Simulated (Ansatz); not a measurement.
One starting cell of KBr (a generated trial cell of KBr in the rocksalt structure type) was relaxed twice with Ansatz (plane waves, PAW, scalar-relativistic): with r2SCAN at 500 eV and with PBE at 420 eV. The r2SCAN result:

```xyz
2
Lattice="0.0000 3.3037 3.3037 3.3037 0.0000 3.3037 3.3037 3.3037 0.0000" Properties=species:S:1:pos:R:3 pbc="T T T"
Br     0.0000     0.0000     0.0000
K      3.3037     3.3037     3.3037
```

```
quantity                          r2SCAN    PBE
--------------------------------  ------  -----
space group                        Fm-3m  Fm-3m
volume (Å³/atom)                   36.06  37.68
a (Å)                              6.607  6.705
gap (eV, no spin-orbit coupling)    5.07   4.31
```

Both levels end in the same structure; PBE's volume is 4.5 % larger; its gap is 0.76 eV smaller. Neither column is exact.

No spin polarisation in the result.

Measured for KBr: a 6.541 Å (0 K or low temperature; as listed in Klaus Doll, Hermann Stoll, Phys. Rev. B (1998)); gap 7.4 eV (as listed in Aguado et al., arXiv (1998)). Computed minus measured — a: r2SCAN +1.0 %, PBE +2.5 %; gap: r2SCAN -2.33 eV, PBE -3.09 eV. The computed values are for a static lattice, and a measured gap can be an optical one, lowered by exciton binding.

The run could not lose the symmetry of its start; a randomly shaken copy of 2 atoms returns to this structure.

All atoms sit on sites fixed by symmetry, so only the cell could relax.

Ansatz is a program for electronic structure.
